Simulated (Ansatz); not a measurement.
Input file for Ansatz (a first-principles code):

Ansatz 0.2 input:
```yaml
crystal:
  lattice:
    - [0.0, 3.2320422896, 3.2320422896]
    - [3.2320422896, 0.0, 3.2320422896]
    - [3.2320422896, 3.2320422896, 0.0]
  atoms:
    - { symbol: In, position: [0.75, 0.75, 0.75] }
    - { symbol: In, position: [0.25, 0.25, 0.25] }
    - { symbol: Au, position: [0.0, 0.0, 0.0] }
kpoints:
  mp_grid: { grid: [23, 23, 23] }
hamiltonian:
  xc: lda
  pseudopotentials: { kind: paw }
scf:
  occupations: { method: fermi_dirac, width: 0.1 }
elastic: { mode: relaxed_ion, stencil: two_point, amplitude: 0.005, f_tol: 0.0005 }
```

Output (shortened):

```
Pseudopotentials: kind: paw
Pseudopotential: In, paw, valence charge 13
Pseudopotential: Au, paw, valence charge 19
Functional definition: SPW92
Crystal: 3 atoms, lattice volume = 67.524 Å³
Basis set: ecut = 420 eV, 1363 PW (Γ)
Bands: 27, of which v1, the nominal top of the filled ones, is band 23 counted from 1 (22 counted from 0)
Symmetry: 48 space group operations
Space group: Fm-3m (ITA 225), of the structure as read, at distance tolerance 4.1e-5 Å
k-points: 364 of 12167
PAW frozen core: In, regenerated for the run's functional, and the local potential with it
PAW frozen core: Au, regenerated for the run's functional, and the local potential with it
Initial wavefunctions: pseudopotential atomic-orbital guess
Eigensolver: davidson
Functional: x = slater, c = lda
all-band conjugate gradients solve this SCF's bands
the search or the solves at the SCF's close seem to have found levels that the self-consistency loop had missed (the run counts 1) …
SCF 1 converged in 11 iterations: F = -23780.118113 eV  dr2 = 3.31e-14
density extrapolation: transplant  |δρ|_rms = 4.558e-2 e/Å³  SAD shift = 7.198e-3 e/Å³
Crystal: 3 atoms, lattice volume = 67.187 Å³
Basis set: ecut = 420 eV, 1355 PW (Γ)
Symmetry: 16 space group operations
k-points: 936 of 12167
Initial density: handed on by an earlier stage of this run
Initial wavefunctions: those handed on with the density
SCF 2 converged in 10 iterations: F = -23780.117352 eV  dr2 = 8.63e-14
density extrapolation: first-order (α = -2.000)  |δρ|_rms = 4.558e-2 e/Å³  SAD shift = 7.143e-3 e/Å³
Crystal: 3 atoms, lattice volume = 67.862 Å³
SCF 3 converged in 8 iterations: F = -23780.117791 eV  dr2 = 2.96e-14
Crystal: 3 atoms, lattice volume = 67.524 Å³
Symmetry: 8 space group operations
k-points: 1728 of 12167
Initial wavefunctions: pseudopotential atomic-orbital guess (no wavefunctions were taken with the density)
SCF 4 converged in 11 iterations: F = -23780.117860 eV  dr2 = 7.83e-14
relax step   1: F+E_penalty+E_count = -23780.11785980 eV  Δ(F+E_penalty+E_count) = +0.000e0 eV  max|allowed force component| = 2.617e-2 eV/Å  Δτ_max = 0.0000 Å  (11 SCF iters, accepted)
density extrapolation: transplant  |δρ|_rms = 4.558e-2 e/Å³  SAD shift = 1.574e-2 e/Å³
Crystal: 3 atoms, lattice volume = 67.524 Å³
SCF 5 converged in 9 iterations: F = -23780.117905 eV  dr2 = 8.39e-14
relax step   2: F+E_penalty+E_count = -23780.11790472 eV  Δ(F+E_penalty+E_count) = -4.492e-5 eV  max|allowed force component| = 2.012e-2 eV/Å  Δτ_max = 0.0074 Å  (9 SCF iters, accepted)
density extrapolation: transplant  |δρ|_rms = 4.558e-2 e/Å³  SAD shift = 6.698e-3 e/Å³
Crystal: 3 atoms, lattice volume = 67.524 Å³
SCF 6 converged in 9 iterations: F = -23780.117970 eV  dr2 = 6.76e-15
relax step   3: F+E_penalty+E_count = -23780.11796955 eV  Δ(F+E_penalty+E_count) = -6.484e-5 eV  max|allowed force component| = 4.149e-4 eV/Å  Δτ_max = 0.0032 Å  (9 SCF iters, accepted)
Crystal: 3 atoms, lattice volume = 67.524 Å³
SCF 7 converged in 2 iterations: F = -23780.117970 eV  dr2 = 2.81e-15
Crystal: 3 atoms, lattice volume = 67.524 Å³
SCF 8 converged in 11 iterations: F = -23780.117860 eV  dr2 = 7.81e-14
relax step   1: F+E_penalty+E_count = -23780.11785981 eV  Δ(F+E_penalty+E_count) = +0.000e0 eV  max|allowed force component| = 2.617e-2 eV/Å  Δτ_max = 0.0000 Å  (11 SCF iters, accepted)
density extrapolation: transplant  |δρ|_rms = 4.558e-2 e/Å³  SAD shift = 8.896e-3 e/Å³
Crystal: 3 atoms, lattice volume = 67.524 Å³
SCF 9 converged in 9 iterations: F = -23780.117970 eV  dr2 = 2.72e-14
relax step   2: F+E_penalty+E_count = -23780.11796959 eV  Δ(F+E_penalty+E_count) = -1.098e-4 eV  max|allowed force component| = 8.013e-6 eV/Å  Δτ_max = 0.0042 Å  (9 SCF iters, accepted)
Crystal: 3 atoms, lattice volume = 67.524 Å³
SCF 10 converged in 2 iterations: F = -23780.117970 eV  dr2 = 1.03e-14
SCF converged after 11 iterations
Free energy (F): -23780.118113 eV
Harris-Foulkes:  -23780.118113 eV  (|F-HF|=3.64e-12)
Internal energy: -23780.085242 eV  (E = F + TS)
E sigma→0 (E₀):  -23780.101678 eV
Entropy (-TS):   -0.032871 eV (-10.957 meV/atom)
Fermi energy:    12.958964 eV
--- Per-component energies (eV) ---
  E_band       = -352.571868
  E_kinetic    = 1094.194868
  E_local      = -4632.024147  (includes V_loc(G=0)·N_el)
  E_nonlocal   = 818.254443
  E_hartree    = 1909.238333
  E_xc         = -656.121237
  E_vxc        = -480.231253  (∫ρ·V_xc dr)
  E_paw        = -17452.385446  (= ΣΔE_a)
  E_vpaw       = -971.243757  (= ΣTr[D̂ρ^β])
  E_aug_tail   = 0.001308  (compensation charges beyond the density's cutoff)
  E_ewald      = -4862.335154
  E_core_change = 1.091790  (= ΣΔE_core)
  E_smearing   = -0.032871  (= −TS)
  E_closure    = 0.000000  (closes the sum)
  Σ components = -23780.118113   (vs F -23780.118113, Δ=0.00e0)
--- Forces (eV/Å), atoms counted from 1 ---
  atom   1  In     0.00000000     0.00000000     0.00000000
  atom   2  In     0.00000000     0.00000000     0.00000000
  atom   3  Au     0.00000000     0.00000000     0.00000000
  max |Σ_I F_I| component: 4.63e-17 eV/Å
--- Stress (GPa, compression-positive) ---
        0.101136       0.000000       0.000000
        0.000000       0.101136       0.000000
        0.000000       0.000000       0.101136
  P = ⅓ Tr σ = 0.1011 GPa (1.011 kbar)
  The stress holds the Pulay correction. Without it, at fixed plane waves, as pw.x and ABINIT print it: P = 0.0637 GPa
  The stress includes an estimate of the error left by incomplete SCF convergence (largest component 0.0000 GPa).
--- Band table (eV; the first three rows and the last of 364) ---
  k-point 0: bands = ["-93.7163", "-45.0166", "-45.0166", "-45.0166", "-1.9502", "-1.9502", "-1.7874", "-1.7874", "-1.7874", "-1.4913", "-1.4913", "-1.4913", "-1.2756", "-1.2756", "2.7130", "7.1856", "7.1856", "7.1856", "8.0934", "8.0934", "13.1486", …
  k-point 1: bands = ["-93.7163", "-45.0166", "-45.0166", "-45.0166", "-1.9471", "-1.9471", "-1.7876", "-1.7859", "-1.7859", "-1.4926", "-1.4926", "-1.4917", "-1.2790", "-1.2790", "2.7362", "7.1683", "7.1924", "7.1924", "8.0906", "8.0906", "13.1248", …
  k-point 2: bands = ["-93.7163", "-45.0166", "-45.0166", "-45.0166", "-1.9380", "-1.9380", "-1.7881", "-1.7816", "-1.7816", "-1.4963", "-1.4963", "-1.4929", "-1.2891", "-1.2891", "2.8056", "7.1187", "7.2124", "7.2124", "8.0825", "8.0825", "13.0122", …
  k-point 363: bands = ["-93.7163", "-45.0167", "-45.0167", "-45.0166", "-1.7988", "-1.7924", "-1.7868", "-1.7160", "-1.6215", "-1.6208", "-1.5788", "-1.5176", "-1.4659", "-1.4472", "6.3124", "6.3567", "7.3131", "7.4840", "7.9112", "8.2951", "8.8817", …
  band table: 27 of 27 bands, residual norms ≤ 1.0e-3 eV
--- Elastic constants: 2 strain directions × 2 members + reference (group order 48) ---
  dense FFT box of the reference and of every strained cell: 32×32×32
  strains applied: 11, 23; error gains: componentwise 1.00 (the most a stress slope's error grows in a printed constant), spectral 1.73 (1 for all six strains …
  C = ∂σ_k/∂η_j (tension-positive GPa; Voigt order 11 22 33 23 13 12):
       102.694     64.970     64.970      0.000      0.000      0.000
        64.970    102.694     64.970      0.000      0.000      0.000
        64.970     64.970    102.694      0.000      0.000      0.000
         0.000      0.000      0.000     27.175      0.000      0.000
         0.000      0.000      0.000      0.000     27.175      0.000
         0.000      0.000      0.000      0.000      0.000     27.175
  reference stress σ⁰ (GPa):     -0.101     -0.101     -0.101      0.000      0.000      0.000
  moduli (Voigt/Reuss/Hill, GPa): K = 77.54/77.54/77.54   G = 23.85/23.10/23.48   E = 63.97   ν = 0.363
  mechanically stable: yes (min eigenvalue of sym C = 27.18 GPa)
  strain η (Voigt 11):  stress-route row diagonal C_11 = 102.69 GPa, energy-path curvature d²(F+E_count+ΔE)/dδ²/Ω₀ = 102.72 GPa
         δ    σ_11 (GPa)             F (eV)   n_scf  n_hpsi   n_pw
    -5.000e-3      -0.6230      -23780.1173523      10  521480   1355   relax 0 steps, max|allowed force component| 1.13e-16 eV/Å
     5.000e-3       0.4039      -23780.1177911       8  426012   1363   relax 0 steps, max|allowed force component| 1.09e-16 eV/Å
  strain η (Voigt 23):  stress-route row diagonal C_44 = 27.18 GPa, energy-path curvature d²(F+E_count+ΔE)/dδ²/Ω₀ = 27.28 GPa
         δ    σ_23 (GPa)             F (eV)   n_scf  n_hpsi   n_pw
    -5.000e-3      -0.1359      -23780.1179696       2  428954   1363   relax 3 steps, max|allowed force component| 4.15e-4 eV/Å
     5.000e-3       0.1359      -23780.1179696       2  429026   1363   relax 2 steps, max|allowed force component| 8.01e-6 eV/Å
```

Cost: around 19 core-minutes (rough) on shared cores.

The workflow started from a Materials Project entry (that database holds measured and hypothetical structures alike); the Crystallography Open Database files this formula in space group No. 225, but the cells were not matched. Whether it is the stable phase at ambient conditions was not checked. The cell was relaxed with LDA under the symmetry of its start; of distortions, only those at the zone centre were tested. As this level gives no gap, shear constants depend on the k-mesh and smearing (Fermi–Dirac, 0.1 eV here). Spin–orbit coupling is left out wherever it is not named.

Potentials: the later of the program's two PAW sets.

Ansatz is a plane-wave DFT program.
